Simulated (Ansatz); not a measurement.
H₄BrN:
```yaml
crystal:
  lattice:
    - [4.00135, 0.00000, 0.00000]
    - [0.00000, 4.00135, 0.00000]
    - [0.00000, 0.00000, 4.00135]
  atoms:
    - { symbol: H, position: [0.14877, 0.14877, 0.85123] }
    - { symbol: H, position: [0.14877, 0.85123, 0.14877] }
    - { symbol: H, position: [0.85123, 0.85123, 0.85123] }
    - { symbol: H, position: [0.85123, 0.14877, 0.14877] }
    - { symbol: Br, position: [0.50000, 0.50000, 0.50000] }
    - { symbol: N, position: [0.00000, 0.00000, 0.00000] }
```

Relaxed with r²SCAN+D4.

Question: Map the valence electron density (e/Å³), cut off at 1 on the plane through (0.851, 0.851, 0.851) spanned by u = [1, 0, 0] and v = [0, 1, 1] in lattice vectors, from DFT-r²SCAN+D4 in the program Ansatz with PAW potentials.

Answer: x is the fraction of u, y of v (the angle between them is 90°; rows are the nearest grid lines); atoms in the plane: H at (0.00, 0.00), H at (0.00, 0.30), Br at (0.65, 0.65), N at (0.15, 0.15).
```
|999753110000000001499|
|995321000000000001269|
|332110000000000001123|
|000000000112333221110|
|000000001235666532110|
|000000012468999864210|
|100000113699999996321|
|100000125998314999521|
|100000136997202899521|
|100000125999535999521|
|100000124799999997421|
|000000013589999985310|
|000000001234455432110|
|000000000112222211110|
|111000000001111111111|
|543210000000000001235|
|997431100000000001389|
|999999521000000001499|
|999999942000000001389|
|999999962100000001379|
|999999973100000001379|
|999999841000000001399|
|999997421000000001499|
|999753110000000001499|
```
Scale: ten equal steps from 0.012 (start of '0') to 1.00 (end of '9'), in the order '0123456789'; x runs from 0.000 to 1.00, y from 0.000 (bottom) to 1.00 (top).

The density is the valence pseudo-density with augmentation charge, so density and ELF within about 1 Å of a nucleus are not all-electron values.

Space group P-43m. The first step of the workflow began from a Materials Project structure, measured or hypothetical; the Crystallography Open Database files this formula in space group No. 215, but the cells were not matched. Its standing as an ambient phase is unchecked. Symmetry was held in the r²SCAN+D4 relaxation; whether a distortion lowers the energy is not shown.

Potentials: the later of the program's two PAW sets.
